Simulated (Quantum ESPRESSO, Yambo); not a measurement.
G0W0 results for SnS$_{2}$ monolayer

```xyz
3
Lattice="3.6651 0.0000 0.0000 -1.8326 3.1741 0.0000 0.0000 0.0000 15.9000" Properties=species:S:1:pos:R:3 pbc="T T T"
S      1.8326     1.0580    -1.4838
S      0.0000     2.1161     1.4838
Sn     0.0000     0.0000     0.0000
```

The layer was cut from Materials Project entry mp-1170 and relaxed with PBE+D3(BJ) in a cell 15.9 Å high, with the Coulomb interaction truncated along z.

Starting point: PBE (stringent potentials; Quantum ESPRESSO, PseudoDojo norm-conserving, 102 Ry, without SOC). G0W0 in Yambo: 6×6×1 Γ-centred k mesh, bands 5 to 125 and a 6 Ry block in the screening, 125 bands in G with the Bruneval-Gonze terminator, plasmon pole fitted at 27.2 eV, slab-truncated Coulomb interaction, stochastic integration of W near q = 0.

- PBE gap along the band path: 1.57 eV
- PBE gap between the mesh's edge points ((0, 0.167) → M): 1.57 eV
- G0W0 gap between the same points: 3.09 eV
- PBE smallest direct gap on the mesh (at M): 1.83 eV
- G0W0 direct gap at that point: 3.39 eV

| k point | band | E PBE (eV) | E QP (eV) | shift (eV) | Z |
|---|---|---|---|---|---|
| Γ | VB | -0.09 | -0.79 | -0.70 | 0.76 |
| Γ | CB | 2.44 | 3.25 | 0.82 | 0.79 |
| (0, 0.167) | VB | 0.00 | -0.71 | -0.71 | 0.76 |
| (0, 0.167) | CB | 2.95 | 3.86 | 0.91 | 0.78 |
| M | VB | -0.26 | -1.01 | -0.75 | 0.76 |
| M | CB | 1.57 | 2.39 | 0.81 | 0.79 |
| K | VB | -0.65 | -1.50 | -0.86 | 0.76 |
| K | CB | 2.66 | 3.59 | 0.93 | 0.78 |

Energies count from the PBE valence-band maximum.

Convergence of the G0W0 settings was not tested.

Spin-orbit splittings are left out.
